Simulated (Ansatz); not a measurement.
# Property card for FeCo5Ge6

Theory: DFT PBE, scalar-relativistic, plane waves, PAW in Ansatz 0.2.0.

Cutoff 420 eV; k points 10×8×6 on the computed 12-atom cell (Γ-centred); Gaussian smearing, width 0.10 eV; collinear spin from starting moments -0.1 0.0 0.0 0.0 0.0 0.0 0.0 0.0 0.0 0.0 0.0 1.3 μB.

The structure is relaxed at this level of theory with its symmetry kept, and needn't be the ground state of this composition.

```xyz
12
Lattice="3.8977 0.0000 0.0000 0.0000 4.9891 0.0000 0.0000 0.0000 8.6317" Properties=species:S:1:pos:R:3 pbc="T T T"
Co    0.0000    2.4945    0.0000
Co    0.0000    1.2548    2.1720
Co    0.0000    3.7343    6.4597
Co    0.0000    3.7343    2.1720
Co    0.0000    1.2548    6.4597
Ge    0.0000    0.0000    0.0000
Ge    0.0000    2.4945    4.3158
Ge    1.9488    0.0000    2.8709
Ge    1.9488    2.4945    7.2051
Ge    1.9488    2.4945    1.4265
Ge    1.9488    0.0000    5.7608
Fe    0.0000    0.0000    4.3158
```

(1) Formation energy from the elements' standard states (uncorrected)?

(2) Kohn–Sham band gap?

(3) Density of states at the Fermi level?

(4) Orbital (Löwdin) character within 0.5 eV of the Fermi level?

(5) Total moment?

(6) Moment by site (μB)?

Only this magnetic start was tried.

Results:

(1) -0.184 eV/atom.

(2) none (metal).

(3) 7.2 states/eV per cell.

(4) Co 3d 62 %, Fe 3d 17 %, Ge 4p 15 %.

(5) 1.17 μB per cell.

(6) Co1 -0.13, Co2 0.05, Co3 0.05, Co4 0.05, Co5 0.05, Fe12 1.18.

The cell was found from a structure generator's guess, not taken from experiment. Löwdin shares on free-atom orbitals overweight diffuse shells.
